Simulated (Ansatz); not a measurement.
TaW:
```cif
data_Ta4W4
_chemical_formula_sum 'Ta4 W4'
_space_group_name_H-M_alt 'Cmcm'
_space_group_IT_number 63
_space_group_name_Hall '-C 2c 2'
_cell_length_a 2.62289
_cell_length_b 10.96742
_cell_length_c 4.71897
_cell_angle_alpha 90.000
_cell_angle_beta 90.000
_cell_angle_gamma 90.000
loop_
_atom_site_label
_atom_site_type_symbol
_atom_site_symmetry_multiplicity
_atom_site_Wyckoff_symbol
_atom_site_fract_x
_atom_site_fract_y
_atom_site_fract_z
_atom_site_occupancy
Ta1 Ta 4 c 0.00000 0.32230 0.25000 1
W1 W 4 c 0.00000 0.06747 0.25000 1
```
(The calculation used a cell of 4 atoms; values per cell refer to that cell.)

This is the PBEsol-relaxed structure.

Q: All from PBEsol (plane waves, PAW; program Ansatz), unless another level is named. Predict the density of states at the Fermi level.

A: 0.96 states/eV per atom (mean over ±0.08 eV).

Q: Next, the formation energy from the elements (no fitted shifts)?

A: 0.34 eV/atom.

The start of the workflow was typed in or built on a structure type; neither database checked (COD, Materials Project) lists it. Whether it is the stable phase at ambient conditions was not checked. The PBEsol relaxation kept the symmetry of its start; whether a distortion lowers the energy is not shown. The run is not spin-polarised. Its formation energy is positive at this level, so the cell may be metastable or incomplete. The references are the lowest solids computed at this level, not always the standard phases. Spin–orbit coupling is left out wherever it is not named.

Potentials: the later of the program's two PAW sets.
